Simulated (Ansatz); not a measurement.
TiOs, DFT, PBEsol, all-electron PAW with datasets made for the crystal, scalar-relativistic (Ansatz 0.2.0), run on 1 thread of Intel(R) Xeon(R) Platinum 8488C (Sapphire Rapids) on a shared host.

The cell comes from COD entry 1537945, which wasn't checked; take it as a given geometry.

Command: `ansatz run input.yaml --threads 1 --pin off --max-ram 3072MiB --backend cpu --events-out ev --progress --plain --runs-dir out`

```yaml
crystal:
  lattice:
    - [3.08, 0.0, 0.0]
    - [0.0, 3.08, 0.0]
    - [0.0, 0.0, 3.08]
  atoms:
    - { symbol: Ti, position: [0.5, 0.5, 0.5] }
    - { symbol: Os, position: [0.0, 0.0, 0.0] }
kpoints:
  mp_grid: { grid: [13, 13, 13] }
  band_path:
    path:
      - [0.0, 0.0, 0.0]
      - [0.0, 0.5, 0.0]
      - [0.5, 0.5, 0.0]
      - [0.0, 0.0, 0.0]
      - [0.5, 0.5, 0.5]
      - [0.0, 0.5, 0.0]
      - [0.5, 0.5, 0.5]
      - [0.5, 0.5, 0.0]
    npoints: 8
scf:
  occupations: { method: fermi_dirac, width: 0.03 }
hamiltonian:
  xc: pbesol
  pseudopotentials: { kind: all_electron, datasets: crystal }
output:
  forces: true
  stress: true
  eigenvalues: true
  efg: { contact_densities: true }
```

Q: How large is the problem that the program sets up?

A: 84 irreducible k-points, 691 plane waves at Γ, 28 bands.

Q: Estimate the wall time and the peak memory.

A: 26 s of wall time for 11 SCF iterations, with a peak of 0.78 GiB. Times on shared machines scatter by tens of per cent.

Q: And the same cell and mesh by LAPW (all electrons), asked for forces, stress, eigenvalues, populations, dos and the same band path, on the same hardware?

A: 28 s, peak memory 0.51 GiB.

Q: And the same cell and mesh by PAW with the default files, asked for forces, stress, eigenvalues, efg, populations, bader, dos, write_density, write_potential, elf and the same band path, on the same hardware?

A: 15 s, peak memory 0.46 GiB.
